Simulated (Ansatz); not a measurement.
Band table of Pt3Pb

```
Pt Pb
1.0
     4.05800    0.00000    0.00000
     0.00000    4.05800    0.00000
     0.00000    0.00000    4.05800
Pt Pb
3 1
Direct
  0.00000 0.50000 0.50000
  0.50000 0.00000 0.50000
  0.50000 0.50000 0.00000
  0.00000 0.00000 0.00000
```

Atoms are numbered in the order listed.

The cell comes from COD entry 1523554, which wasn't checked; take it as a given geometry.

No spin–orbit coupling, which matters for the heavy atoms here.

All numbers below come from Ansatz 0.2.0, DFT, LDA, all-electron LAPW, scalar-relativistic.

Numerical set-up: a Γ-centred 9×9×9 k mesh, Fermi–Dirac smearing of 0.03 eV, basis error target 1 meV/atom, no spin polarisation.

Path points, in fractions of the reciprocal vectors: Γ (0.000, 0.000, 0.000), X (0.000, 0.500, 0.000), M (0.500, 0.500, 0.000), R (0.500, 0.500, 0.500). Levels in eV from the Fermi level; bands 62 to 90, counted from the lowest band of the run. The gap is zero.

```
# k(1/Å) point b62 b63 b64 b65 b66 b67 b68 b69 b70 b71 b72 b73 b74 b75 b76 b77 b78 b79 b80 b81 b82 b83 b84 b85 b86 b87 b88 b89 b90
0.000 Γ -17.27 -17.27 -17.27 -12.50 -6.93 -5.29 -5.29 -5.29 -5.23 -5.23 -2.37 -2.37 -2.37 -1.18 -1.18 -1.05 -1.05 -1.05 -0.42 0.08 0.08 0.08 1.47 6.07 6.07 7.78 7.78 7.78 9.45
0.055 - -17.27 -17.27 -17.27 -12.49 -6.92 -5.29 -5.28 -5.28 -5.24 -5.22 -2.42 -2.42 -2.38 -1.28 -1.19 -1.07 -1.03 -1.03 -0.44 0.08 0.11 0.11 1.55 6.03 6.06 7.79 7.79 7.85 9.41
0.111 - -17.27 -17.26 -17.26 -12.45 -6.89 -5.28 -5.28 -5.27 -5.27 -5.18 -2.54 -2.54 -2.39 -1.53 -1.19 -1.11 -1.01 -1.01 -0.48 0.08 0.21 0.21 1.75 5.98 6.04 7.82 7.82 8.06 9.30
0.166 - -17.26 -17.26 -17.26 -12.38 -6.85 -5.36 -5.27 -5.26 -5.26 -5.13 -2.69 -2.69 -2.42 -1.87 -1.20 -1.17 -1.03 -1.03 -0.54 0.08 0.39 0.39 1.95 5.98 6.00 7.85 7.85 8.34 9.14
0.221 - -17.26 -17.26 -17.26 -12.29 -6.81 -5.46 -5.25 -5.23 -5.23 -5.05 -2.86 -2.86 -2.46 -2.21 -1.25 -1.21 -1.09 -1.09 -0.63 0.08 0.64 0.64 2.07 5.95 6.10 7.85 7.85 8.65 8.95
0.276 - -17.26 -17.25 -17.25 -12.17 -6.76 -5.60 -5.23 -5.21 -5.21 -4.96 -3.02 -3.02 -2.52 -2.50 -1.36 -1.23 -1.20 -1.20 -0.73 0.08 0.96 0.96 2.08 5.89 6.36 7.79 7.79 8.75 9.00
0.332 - -17.26 -17.25 -17.25 -12.03 -6.74 -5.75 -5.21 -5.18 -5.18 -4.84 -3.17 -3.17 -2.79 -2.55 -1.48 -1.34 -1.34 -1.27 -0.85 0.08 1.31 1.31 1.99 5.82 6.72 7.66 7.66 8.56 9.37
0.387 - -17.26 -17.24 -17.24 -11.87 -6.78 -5.86 -5.19 -5.15 -5.15 -4.71 -3.29 -3.29 -2.99 -2.60 -1.62 -1.50 -1.50 -1.34 -0.95 0.08 1.68 1.68 1.84 5.75 7.12 7.46 7.46 8.38 9.80
0.442 - -17.25 -17.24 -17.24 -11.69 -6.93 -5.90 -5.17 -5.13 -5.13 -4.56 -3.38 -3.38 -3.13 -2.65 -1.78 -1.67 -1.67 -1.46 -1.02 0.08 1.67 2.08 2.08 5.68 7.21 7.21 7.51 8.22 10.30
0.498 - -17.24 -17.23 -17.23 -11.50 -7.18 -5.85 -5.14 -5.11 -5.11 -4.40 -3.44 -3.44 -3.23 -2.70 -1.94 -1.85 -1.85 -1.61 -1.06 0.08 1.49 2.48 2.48 5.62 6.92 6.92 7.84 8.09 10.89
0.553 - -17.23 -17.23 -17.22 -11.30 -7.46 -5.77 -5.12 -5.10 -5.10 -4.23 -3.46 -3.46 -3.30 -2.74 -2.10 -2.01 -2.01 -1.79 -1.08 0.08 1.33 2.89 2.89 5.56 6.60 6.60 7.98 8.10 11.52
0.608 - -17.23 -17.23 -17.21 -11.10 -7.74 -5.67 -5.10 -5.10 -5.10 -4.07 -3.46 -3.46 -3.34 -2.78 -2.25 -2.16 -2.16 -1.98 -1.10 0.08 1.20 3.28 3.28 5.51 6.27 6.27 7.90 8.28 11.98
0.664 - -17.22 -17.22 -17.21 -10.93 -7.98 -5.59 -5.10 -5.10 -5.09 -3.92 -3.45 -3.45 -3.36 -2.81 -2.37 -2.28 -2.28 -2.14 -1.10 0.08 1.10 3.65 3.65 5.48 5.95 5.95 7.84 8.40 12.43
0.719 - -17.22 -17.22 -17.20 -10.81 -8.14 -5.53 -5.10 -5.10 -5.08 -3.82 -3.43 -3.43 -3.37 -2.83 -2.45 -2.37 -2.37 -2.26 -1.11 0.08 1.04 3.94 3.94 5.45 5.69 5.69 7.81 8.47 12.83
0.774 X -17.22 -17.22 -17.20 -10.76 -8.20 -5.51 -5.11 -5.11 -5.08 -3.78 -3.42 -3.42 -3.37 -2.83 -2.48 -2.39 -2.39 -2.30 -1.11 0.08 1.01 4.06 4.06 5.45 5.57 5.57 7.79 8.49 13.02
0.829 - -17.22 -17.22 -17.20 -10.76 -8.19 -5.50 -5.12 -5.11 -5.07 -3.79 -3.52 -3.42 -3.28 -2.85 -2.57 -2.38 -2.29 -2.29 -1.12 0.05 0.99 4.07 4.08 4.97 5.61 5.98 7.85 8.59 12.82
0.885 - -17.23 -17.22 -17.20 -10.73 -8.15 -5.47 -5.17 -5.12 -5.06 -3.81 -3.65 -3.42 -3.18 -2.90 -2.68 -2.34 -2.27 -2.14 -1.14 -0.03 0.94 4.09 4.15 4.41 5.72 6.33 8.00 8.87 12.39
0.940 - -17.23 -17.22 -17.20 -10.70 -8.08 -5.42 -5.26 -5.14 -5.03 -3.84 -3.77 -3.42 -3.09 -2.96 -2.76 -2.29 -2.23 -1.99 -1.17 -0.15 0.86 3.84 4.13 4.26 5.89 6.56 8.23 9.31 11.89
0.995 - -17.24 -17.22 -17.19 -10.65 -7.99 -5.37 -5.36 -5.17 -4.99 -3.90 -3.89 -3.41 -3.02 -3.01 -2.82 -2.24 -2.19 -1.85 -1.22 -0.31 0.78 3.28 4.17 4.42 6.12 6.72 8.53 9.87 11.39
1.051 - -17.25 -17.22 -17.18 -10.58 -7.87 -5.51 -5.28 -5.20 -4.94 -4.02 -3.96 -3.41 -3.08 -2.94 -2.85 -2.19 -2.16 -1.73 -1.27 -0.50 0.71 2.76 4.22 4.62 6.39 6.81 8.83 10.50 10.98
1.106 - -17.24 -17.22 -17.18 -10.51 -7.73 -5.67 -5.24 -5.19 -4.88 -4.13 -4.03 -3.40 -3.13 -2.89 -2.85 -2.15 -2.14 -1.63 -1.35 -0.70 0.66 2.29 4.27 4.85 6.70 6.89 9.04 10.75 11.07
1.161 - -17.24 -17.22 -17.17 -10.43 -7.58 -5.84 -5.28 -5.08 -4.81 -4.22 -4.11 -3.39 -3.18 -2.84 -2.83 -2.16 -2.12 -1.55 -1.44 -0.90 0.64 1.87 4.33 5.11 6.95 7.02 8.99 10.85 10.93
1.217 - -17.23 -17.22 -17.16 -10.33 -7.41 -6.02 -5.32 -4.97 -4.75 -4.30 -4.19 -3.38 -3.22 -2.81 -2.79 -2.20 -2.09 -1.56 -1.51 -1.11 0.65 1.53 4.39 5.40 7.01 7.36 8.73 10.53 10.67
1.272 - -17.23 -17.22 -17.15 -10.24 -7.24 -6.20 -5.35 -4.85 -4.68 -4.37 -4.26 -3.37 -3.25 -2.78 -2.75 -2.26 -2.07 -1.71 -1.49 -1.30 0.68 1.27 4.47 5.71 7.08 7.70 8.41 10.15 10.27
1.327 - -17.23 -17.22 -17.14 -10.15 -7.08 -6.37 -5.39 -4.73 -4.61 -4.41 -4.33 -3.35 -3.27 -2.74 -2.73 -2.34 -2.06 -1.87 -1.50 -1.48 0.72 1.09 4.54 6.03 7.16 8.03 8.08 9.81 9.88
1.382 - -17.23 -17.22 -17.14 -10.07 -6.94 -6.51 -5.42 -4.63 -4.55 -4.44 -4.38 -3.34 -3.29 -2.71 -2.70 -2.43 -2.05 -2.02 -1.63 -1.51 0.77 0.97 4.62 6.35 7.23 7.80 8.33 9.51 9.53
1.438 - -17.22 -17.22 -17.13 -10.00 -6.82 -6.62 -5.44 -4.54 -4.51 -4.45 -4.42 -3.32 -3.30 -2.71 -2.67 -2.53 -2.14 -2.04 -1.75 -1.52 0.81 0.89 4.69 6.64 7.31 7.58 8.59 9.17 9.30
1.493 - -17.22 -17.22 -17.13 -9.96 -6.75 -6.69 -5.46 -4.49 -4.48 -4.45 -4.44 -3.31 -3.31 -2.71 -2.64 -2.60 -2.20 -2.04 -1.82 -1.53 0.84 0.86 4.74 6.86 7.36 7.43 8.77 8.93 9.16
1.548 M -17.22 -17.22 -17.13 -9.94 -6.72 -6.72 -5.46 -4.47 -4.47 -4.45 -4.45 -3.31 -3.31 -2.71 -2.64 -2.64 -2.23 -2.04 -1.85 -1.54 0.85 0.85 4.76 6.95 7.38 7.38 8.83 8.83 9.10
1.627 - -17.22 -17.22 -17.13 -9.98 -6.75 -6.69 -5.45 -4.50 -4.48 -4.45 -4.44 -3.36 -3.26 -2.71 -2.63 -2.59 -2.19 -2.04 -1.80 -1.53 0.85 0.85 4.73 6.78 7.37 7.45 8.84 8.88 9.21
1.705 - -17.22 -17.22 -17.14 -10.07 -6.81 -6.62 -5.43 -4.59 -4.53 -4.48 -4.41 -3.51 -3.12 -2.69 -2.62 -2.48 -2.08 -2.05 -1.66 -1.50 0.85 0.88 4.66 6.33 7.32 7.60 8.89 8.96 9.52
1.783 - -17.23 -17.22 -17.15 -10.23 -6.86 -6.50 -5.39 -4.73 -4.56 -4.52 -4.34 -3.70 -2.92 -2.63 -2.63 -2.33 -2.07 -1.95 -1.48 -1.47 0.84 0.98 4.64 5.75 7.25 7.77 8.95 9.00 10.01
1.861 - -17.23 -17.23 -17.16 -10.45 -6.87 -6.35 -5.37 -4.90 -4.59 -4.54 -4.23 -3.91 -2.69 -2.69 -2.53 -2.15 -2.10 -1.84 -1.43 -1.27 0.84 1.19 4.69 5.10 7.13 7.91 8.98 9.03 10.56
1.939 - -17.23 -17.23 -17.18 -10.72 -6.82 -6.18 -5.35 -5.07 -4.68 -4.47 -4.13 -4.07 -2.81 -2.43 -2.40 -2.14 -1.94 -1.76 -1.38 -1.06 0.83 1.51 4.43 4.84 6.97 8.01 8.92 9.12 10.73
2.018 - -17.24 -17.23 -17.20 -11.01 -6.73 -6.01 -5.35 -5.23 -4.78 -4.35 -4.33 -3.84 -2.98 -2.25 -2.18 -2.17 -1.72 -1.68 -1.33 -0.85 0.81 1.91 3.76 5.05 6.77 8.06 8.82 9.20 10.07
2.096 - -17.24 -17.24 -17.22 -11.31 -6.63 -5.84 -5.36 -5.33 -4.87 -4.55 -4.13 -3.54 -3.17 -2.21 -2.07 -1.90 -1.61 -1.49 -1.28 -0.65 0.78 2.32 3.09 5.33 6.55 8.03 8.68 9.28 9.35
2.174 - -17.24 -17.24 -17.24 -11.60 -6.59 -5.69 -5.35 -5.35 -4.96 -4.74 -3.90 -3.31 -3.18 -2.25 -1.88 -1.65 -1.55 -1.26 -1.24 -0.47 0.72 2.45 2.67 5.61 6.32 7.85 8.51 8.87 9.34
2.252 - -17.25 -17.25 -17.25 -11.86 -6.62 -5.56 -5.35 -5.30 -5.04 -4.90 -3.63 -3.35 -2.78 -2.29 -1.68 -1.50 -1.42 -1.19 -1.04 -0.31 0.65 1.85 2.85 5.82 6.12 7.62 8.34 8.69 9.39
2.330 - -17.26 -17.25 -17.25 -12.09 -6.70 -5.45 -5.33 -5.25 -5.11 -5.04 -3.33 -3.24 -2.36 -2.32 -1.48 -1.44 -1.22 -1.15 -0.84 -0.18 0.54 1.29 2.80 5.89 5.98 7.60 8.16 8.68 9.42
2.409 - -17.26 -17.26 -17.26 -12.27 -6.78 -5.35 -5.32 -5.24 -5.16 -5.14 -3.02 -3.00 -2.34 -1.95 -1.39 -1.30 -1.11 -1.08 -0.66 -0.07 0.41 0.79 2.49 5.91 5.92 7.71 8.01 8.82 8.99
2.487 - -17.26 -17.26 -17.26 -12.40 -6.86 -5.30 -5.29 -5.26 -5.22 -5.19 -2.72 -2.71 -2.36 -1.59 -1.31 -1.15 -1.08 -1.01 -0.53 0.01 0.27 0.40 2.04 5.94 5.97 7.77 7.88 8.39 9.08
2.565 - -17.27 -17.27 -17.26 -12.48 -6.91 -5.29 -5.28 -5.27 -5.24 -5.22 -2.47 -2.46 -2.37 -1.31 -1.23 -1.07 -1.06 -1.02 -0.45 0.06 0.14 0.16 1.64 6.02 6.04 7.78 7.80 7.95 9.34
2.643 Γ -17.27 -17.27 -17.27 -12.50 -6.93 -5.29 -5.29 -5.29 -5.23 -5.23 -2.37 -2.37 -2.37 -1.18 -1.18 -1.05 -1.05 -1.05 -0.42 0.08 0.08 0.08 1.47 6.07 6.07 7.78 7.78 7.78 9.45
2.739 - -17.26 -17.26 -17.26 -12.46 -6.90 -5.30 -5.27 -5.27 -5.23 -5.23 -2.57 -2.41 -2.41 -1.29 -1.29 -1.06 -1.06 -1.05 -0.47 0.05 0.18 0.18 1.72 6.01 6.01 7.71 7.96 7.96 9.34
2.835 - -17.26 -17.26 -17.26 -12.34 -6.83 -5.33 -5.24 -5.24 -5.21 -5.21 -3.02 -2.53 -2.53 -1.49 -1.49 -1.16 -1.16 -1.07 -0.60 -0.02 0.41 0.41 2.35 5.91 5.91 7.53 8.41 8.41 9.10
2.931 - -17.26 -17.26 -17.26 -12.15 -6.73 -5.39 -5.26 -5.26 -5.11 -5.11 -3.52 -2.70 -2.70 -1.72 -1.72 -1.33 -1.33 -1.09 -0.85 -0.08 0.68 0.68 3.12 5.81 5.81 7.29 8.61 8.61 9.25
3.026 - -17.25 -17.25 -17.25 -11.89 -6.64 -5.47 -5.29 -5.29 -4.99 -4.99 -3.93 -2.89 -2.89 -1.93 -1.93 -1.50 -1.50 -1.19 -1.11 -0.13 0.90 0.90 3.82 5.67 5.67 7.13 8.49 8.49 9.97
3.122 - -17.25 -17.24 -17.24 -11.57 -6.65 -5.48 -5.33 -5.33 -4.84 -4.84 -4.17 -3.13 -3.13 -2.09 -2.09 -1.65 -1.65 -1.57 -1.12 -0.16 1.03 1.03 4.19 5.41 5.41 7.28 8.59 8.59 10.79
3.218 - -17.25 -17.22 -17.22 -11.22 -6.80 -5.37 -5.37 -5.35 -4.68 -4.68 -4.26 -3.40 -3.40 -2.15 -2.15 -1.96 -1.78 -1.78 -1.12 -0.20 1.07 1.07 4.08 5.03 5.03 7.88 8.98 8.98 11.59
3.314 - -17.25 -17.20 -17.20 -10.87 -6.99 -5.40 -5.40 -5.14 -4.52 -4.52 -4.18 -3.66 -3.66 -2.35 -2.13 -2.13 -1.88 -1.88 -1.11 -0.23 1.00 1.00 3.63 4.61 4.61 8.71 9.57 9.57 10.40
3.409 - -17.26 -17.19 -17.19 -10.58 -7.08 -5.45 -5.45 -4.93 -4.38 -4.38 -3.95 -3.84 -3.84 -2.71 -2.10 -2.10 -1.90 -1.90 -1.09 -0.26 0.82 0.82 3.03 4.23 4.23 8.79 10.04 10.28 10.28
3.505 - -17.27 -17.18 -17.18 -10.38 -7.02 -5.53 -5.53 -4.75 -4.28 -4.28 -3.88 -3.88 -3.58 -3.03 -2.14 -2.14 -1.82 -1.82 -1.06 -0.28 0.56 0.56 2.35 3.94 3.94 7.64 10.92 11.02 11.02
3.601 - -17.28 -17.17 -17.17 -10.31 -6.79 -5.64 -5.64 -4.56 -4.19 -4.19 -3.81 -3.81 -3.30 -3.12 -2.18 -2.18 -1.73 -1.73 -1.02 -0.30 0.25 0.25 1.65 3.73 3.73 6.44 11.66 11.66 11.82
3.697 - -17.30 -17.16 -17.16 -10.32 -6.49 -5.76 -5.76 -4.30 -4.06 -4.06 -3.70 -3.70 -3.52 -2.66 -2.21 -2.21 -1.70 -1.70 -0.98 -0.32 -0.04 -0.04 0.98 3.60 3.60 5.34 12.07 12.07 12.35
3.793 - -17.31 -17.15 -17.15 -10.36 -6.21 -5.87 -5.87 -3.95 -3.92 -3.92 -3.68 -3.55 -3.55 -2.32 -2.25 -2.25 -1.77 -1.77 -0.93 -0.33 -0.23 -0.23 0.42 3.53 3.53 4.40 12.19 12.19 12.30
3.888 - -17.31 -17.15 -17.15 -10.39 -6.03 -5.94 -5.94 -3.83 -3.83 -3.77 -3.52 -3.37 -3.37 -2.32 -2.32 -2.27 -1.87 -1.87 -0.81 -0.34 -0.32 -0.32 0.05 3.49 3.49 3.73 12.17 12.17 12.19
3.984 R -17.32 -17.15 -17.15 -10.41 -5.97 -5.97 -5.97 -3.80 -3.80 -3.80 -3.28 -3.28 -3.28 -2.37 -2.37 -2.37 -1.91 -1.91 -0.73 -0.35 -0.35 -0.35 -0.08 3.48 3.48 3.48 12.15 12.15 12.15
4.062 - -17.31 -17.15 -17.15 -10.40 -5.99 -5.98 -5.94 -3.83 -3.82 -3.78 -3.43 -3.38 -3.32 -2.36 -2.31 -2.28 -1.90 -1.87 -0.79 -0.35 -0.34 -0.32 0.01 3.48 3.51 3.64 12.15 12.17 12.19
4.141 - -17.31 -17.16 -17.15 -10.37 -6.07 -6.02 -5.84 -3.91 -3.86 -3.74 -3.72 -3.57 -3.44 -2.33 -2.29 -2.17 -1.84 -1.78 -0.91 -0.37 -0.29 -0.22 0.24 3.46 3.63 4.06 12.13 12.19 12.32
4.219 - -17.30 -17.16 -17.15 -10.33 -6.19 -6.08 -5.70 -4.09 -4.01 -3.93 -3.70 -3.62 -3.59 -2.46 -2.29 -2.13 -1.77 -1.69 -1.00 -0.39 -0.11 -0.05 0.53 3.44 3.86 4.67 12.03 12.13 12.51
4.297 - -17.29 -17.17 -17.15 -10.29 -6.36 -6.18 -5.50 -4.33 -4.18 -4.03 -3.77 -3.73 -3.48 -2.80 -2.22 -2.15 -1.70 -1.64 -1.13 -0.43 0.21 0.24 0.78 3.42 4.25 5.40 11.76 11.81 12.76
4.375 - -17.28 -17.18 -17.15 -10.27 -6.57 -6.28 -5.27 -4.55 -4.24 -4.16 -3.84 -3.83 -3.29 -3.20 -2.18 -2.14 -1.66 -1.64 -1.31 -0.47 0.55 0.72 0.92 3.40 4.84 6.20 11.00 11.47 13.01
4.453 - -17.27 -17.19 -17.16 -10.27 -6.81 -6.34 -5.01 -4.74 -4.31 -4.21 -3.91 -3.90 -3.56 -3.06 -2.23 -2.04 -1.69 -1.64 -1.53 -0.52 0.96 0.97 1.27 3.39 5.58 7.06 10.07 11.04 12.65
4.532 - -17.26 -17.21 -17.16 -10.30 -7.07 -6.32 -4.90 -4.74 -4.47 -4.10 -4.10 -3.95 -3.77 -2.80 -2.29 -1.92 -1.77 -1.77 -1.63 -0.56 0.94 1.41 1.87 3.40 6.43 7.95 9.09 10.55 11.99
4.610 - -17.25 -17.22 -17.17 -10.37 -7.32 -6.21 -5.04 -4.62 -4.47 -4.38 -3.96 -3.95 -3.82 -2.55 -2.35 -2.03 -1.87 -1.78 -1.65 -0.59 0.88 1.88 2.49 3.44 7.27 8.20 8.88 10.04 11.04
4.688 - -17.25 -17.23 -17.17 -10.46 -7.56 -6.03 -5.15 -4.76 -4.63 -4.22 -3.95 -3.83 -3.75 -2.42 -2.35 -2.29 -1.99 -1.69 -1.59 -0.58 0.83 2.37 3.13 3.53 6.99 8.51 9.52 9.79 10.05
4.766 - -17.24 -17.24 -17.18 -10.55 -7.78 -5.79 -5.26 -4.88 -4.82 -3.98 -3.92 -3.80 -3.53 -2.54 -2.50 -2.24 -2.10 -1.76 -1.40 -0.49 0.81 2.85 3.69 3.77 6.13 9.02 9.07 9.51 10.18
4.844 - -17.23 -17.23 -17.19 -10.64 -7.96 -5.54 -5.35 -4.97 -4.95 -3.87 -3.77 -3.75 -3.29 -2.79 -2.56 -2.22 -2.22 -1.88 -1.25 -0.32 0.83 3.30 3.94 4.39 5.33 8.10 8.56 9.66 10.55
4.923 - -17.23 -17.23 -17.20 -10.71 -8.09 -5.44 -5.32 -5.05 -5.03 -3.83 -3.66 -3.59 -3.06 -3.01 -2.61 -2.31 -2.25 -2.04 -1.17 -0.12 0.90 3.69 4.32 4.67 4.96 7.16 8.17 9.10 11.59
5.001 - -17.22 -17.22 -17.20 -10.75 -8.18 -5.49 -5.16 -5.09 -5.07 -3.79 -3.55 -3.47 -3.22 -2.88 -2.60 -2.37 -2.28 -2.23 -1.12 0.03 0.98 3.96 4.22 4.85 5.40 6.29 7.89 8.67 12.53
5.079 X -17.22 -17.22 -17.20 -10.76 -8.20 -5.51 -5.11 -5.11 -5.08 -3.78 -3.42 -3.42 -3.37 -2.83 -2.48 -2.39 -2.39 -2.30 -1.11 0.08 1.01 4.06 4.06 5.45 5.57 5.57 7.79 8.49 13.02
6.174 R -17.32 -17.15 -17.15 -10.41 -5.97 -5.97 -5.97 -3.80 -3.80 -3.80 -3.28 -3.28 -3.28 -2.37 -2.37 -2.37 -1.91 -1.91 -0.73 -0.35 -0.35 -0.35 -0.08 3.48 3.48 3.48 12.15 12.15 12.15
6.229 - -17.32 -17.15 -17.15 -10.40 -5.97 -5.97 -5.96 -3.81 -3.81 -3.80 -3.33 -3.33 -3.33 -2.39 -2.32 -2.32 -1.91 -1.88 -0.77 -0.36 -0.33 -0.33 -0.03 3.50 3.50 3.54 12.14 12.17 12.17
6.284 - -17.31 -17.15 -17.15 -10.39 -5.99 -5.99 -5.93 -3.84 -3.84 -3.77 -3.48 -3.45 -3.45 -2.43 -2.20 -2.20 -1.92 -1.82 -0.86 -0.40 -0.29 -0.29 0.10 3.55 3.55 3.72 12.08 12.24 12.24
6.340 - -17.31 -17.16 -17.15 -10.36 -6.02 -6.02 -5.89 -3.90 -3.90 -3.73 -3.68 -3.56 -3.56 -2.50 -2.08 -2.08 -1.92 -1.74 -1.00 -0.46 -0.21 -0.21 0.31 3.63 3.63 4.00 11.97 12.34 12.34
6.395 - -17.30 -17.16 -17.15 -10.33 -6.06 -6.06 -5.84 -4.01 -4.01 -3.91 -3.68 -3.63 -3.63 -2.60 -1.99 -1.99 -1.93 -1.68 -1.17 -0.55 -0.09 -0.09 0.60 3.76 3.76 4.36 11.74 12.48 12.48
6.450 - -17.29 -17.17 -17.14 -10.29 -6.13 -6.13 -5.76 -4.14 -4.12 -4.12 -3.65 -3.65 -3.61 -2.73 -1.95 -1.95 -1.95 -1.63 -1.35 -0.66 0.05 0.05 0.94 3.94 3.94 4.78 11.40 12.65 12.65
6.506 - -17.28 -17.18 -17.14 -10.25 -6.20 -6.20 -5.67 -4.38 -4.22 -4.22 -3.65 -3.65 -3.52 -2.88 -1.97 -1.97 -1.96 -1.60 -1.52 -0.79 0.20 0.20 1.34 4.17 4.17 5.25 10.96 12.83 12.83
6.561 - -17.27 -17.19 -17.14 -10.20 -6.29 -6.29 -5.57 -4.60 -4.30 -4.30 -3.64 -3.64 -3.42 -3.05 -2.02 -2.02 -1.97 -1.68 -1.57 -0.93 0.36 0.36 1.78 4.47 4.47 5.76 10.43 12.58 12.58
6.616 - -17.26 -17.20 -17.14 -10.14 -6.38 -6.38 -5.45 -4.81 -4.36 -4.36 -3.61 -3.61 -3.32 -3.23 -2.10 -2.10 -1.99 -1.82 -1.56 -1.09 0.49 0.49 2.24 4.82 4.82 6.30 9.86 12.02 12.02
6.671 - -17.25 -17.21 -17.13 -10.09 -6.47 -6.47 -5.32 -5.00 -4.39 -4.39 -3.57 -3.57 -3.43 -3.20 -2.20 -2.20 -2.00 -1.95 -1.55 -1.25 0.61 0.61 2.73 5.23 5.23 6.86 9.27 11.42 11.42
6.727 - -17.24 -17.21 -17.13 -10.05 -6.55 -6.55 -5.17 -5.16 -4.42 -4.42 -3.64 -3.51 -3.51 -3.07 -2.32 -2.32 -2.05 -2.01 -1.54 -1.41 0.70 0.70 3.23 5.69 5.69 7.42 8.67 10.80 10.80
6.782 - -17.23 -17.22 -17.13 -10.00 -6.62 -6.62 -5.29 -5.01 -4.43 -4.43 -3.85 -3.45 -3.45 -2.95 -2.43 -2.43 -2.12 -2.02 -1.57 -1.54 0.76 0.76 3.74 6.19 6.19 7.98 8.09 10.18 10.18
6.837 - -17.23 -17.22 -17.13 -9.97 -6.68 -6.68 -5.38 -4.84 -4.44 -4.44 -4.06 -3.38 -3.38 -2.83 -2.53 -2.53 -2.18 -2.03 -1.71 -1.54 0.81 0.81 4.21 6.69 6.69 7.55 8.51 9.59 9.59
6.893 - -17.22 -17.22 -17.13 -9.95 -6.71 -6.71 -5.44 -4.66 -4.45 -4.45 -4.27 -3.33 -3.33 -2.74 -2.61 -2.61 -2.21 -2.03 -1.81 -1.54 0.84 0.84 4.60 7.13 7.15 7.15 8.93 9.07 9.07
6.948 M -17.22 -17.22 -17.13 -9.94 -6.72 -6.72 -5.46 -4.47 -4.47 -4.45 -4.45 -3.31 -3.31 -2.71 -2.64 -2.64 -2.23 -2.04 -1.85 -1.54 0.85 0.85 4.76 6.95 7.38 7.38 8.83 8.83 9.10
```
